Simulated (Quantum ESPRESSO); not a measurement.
# Kohn-Sham bands of HfBrN (R-3m)

```yaml
crystal:
  lattice:
    - [-1.80225, 3.12160, 0.00000]
    - [-3.60451, 0.00000, 0.00000]
    - [-1.80225, 1.04053, 10.06582]
  atoms:
    - { symbol: Hf, position: [0.79077, 0.79077, 0.62769] }
    - { symbol: Hf, position: [0.20923, 0.20923, 0.37231] }
    - { symbol: Br, position: [0.60800, 0.60800, 0.17601] }
    - { symbol: Br, position: [0.39200, 0.39200, 0.82399] }
    - { symbol: N, position: [0.86177, 0.86177, 0.41469] }
    - { symbol: N, position: [0.13823, 0.13823, 0.58531] }
```

Cell from Materials Project (mp-30302), symmetrised, no further relaxation. Not found in the COD (Crystallography Open Database) copy used, which has the formula in other groups; not checked further. Computed values, not measurements, from PBEsol: Quantum ESPRESSO (norm-conserving PseudoDojo potentials, cutoff 68 Ry, spinors with spin-orbit coupling) on a Γ-centred 4×4×4 mesh, then Wannier90. Density: 10×10×10 mesh, cold smearing 0.01 Ry. The cell is built of weakly bound layers, chains or molecules. Database cells relaxed without dispersion often hold them too far apart, which can enlarge gaps and weakens couplings between them; spacing and stacking were not compared with the measured crystal.

**Question.** List the Kohn-Sham levels between −8 and 4.8 eV relative to the valence-band maximum at the high-symmetry points, as a band run of pw.x on that density gives them (levels within 2 meV counted together).

**Answer.** 
| point | k (reciprocal lattice) | levels (eV) |
|---|---|---|
| Γ | 0.000 0.000 0.000 | -4.38 (×2), -4.11 (×4), -3.54 (×2), -3.49 (×2), -3.43 (×2), -2.77 (×2), -0.93 (×2), -0.86 (×2), -0.53 (×2), -0.47 (×2), -0.01 (×2), 3.01 (×2), 3.14 (×2), 3.31 (×2), 4.06 (×2), 4.39 (×2), 4.48 (×2), 4.71 (×2) |
| T | 0.000 0.000 0.500 | -4.25 (×2), -4.11 (×2), -4.04 (×2), -4.02 (×2), -3.54 (×2), -3.46 (×2), -2.15 (×2), -0.98 (×2), -0.79 (×2), -0.58 (×2), -0.42 (×2), -0.40 (×2), 3.01 (×2), 3.13 (×2), 3.35 (×2), 4.06 (×2), 4.40 (×2), 4.51 (×2) |
| H_2 | -0.326 -0.652 0.174 | -4.68 (×2), -4.55 (×2), -4.11 (×2), -3.70 (×2), -3.49 (×2), -3.02 (×2), -2.90 (×2), -2.55 (×2), -2.46 (×2), -1.62 (×2), -1.52 (×2), -0.52 (×2), 1.82 (×2), 3.11 (×2), 4.59 (×2) |
| H_0 | -0.348 -0.674 -0.174 | -4.68 (×2), -4.55 (×2), -4.11 (×2), -3.70 (×2), -3.49 (×2), -3.02 (×2), -2.90 (×2), -2.55 (×2), -2.46 (×2), -1.62 (×2), -1.52 (×2), -0.52 (×2), 1.82 (×2), 3.11 (×2), 4.59 (×2) |
| L | 0.000 -0.500 0.000 | -5.63 (×2), -4.35 (×2), -4.07 (×2), -3.78 (×2), -3.25 (×2), -2.88 (×2), -2.73 (×2), -1.85 (×2), -1.78 (×2), -1.43 (×2), -1.07 (×2), -0.94 (×2), 3.00 (×2), 3.79 (×2), 4.13 (×2), 4.53 (×2) |
| S_0 | -0.337 -0.674 -0.337 | -4.66 (×2), -4.57 (×2), -4.11 (×2), -3.69 (×2), -3.49 (×2), -3.00 (×2), -2.91 (×2), -2.57 (×2), -2.45 (×2), -1.63 (×2), -1.52 (×2), -0.52 (×2), 1.82 (×2), 3.11 (×2), 4.58 (×2) |
| S_2 | -0.337 -0.663 0.000 | -4.66 (×2), -4.57 (×2), -4.11 (×2), -3.69 (×2), -3.49 (×2), -3.00 (×2), -2.91 (×2), -2.57 (×2), -2.45 (×2), -1.63 (×2), -1.52 (×2), -0.52 (×2), 1.82 (×2), 3.11 (×2), 4.58 (×2) |
| F | -0.500 -0.500 0.000 | -5.66 (×2), -4.31 (×2), -3.92 (×2), -3.82 (×2), -3.26 (×2), -2.92 (×2), -2.85 (×2), -1.86 (×2), -1.78 (×2), -1.50 (×2), -1.05 (×2), -0.82 (×2), 3.02 (×2), 3.77 (×2), 4.20 (×2), 4.68 (×2) |
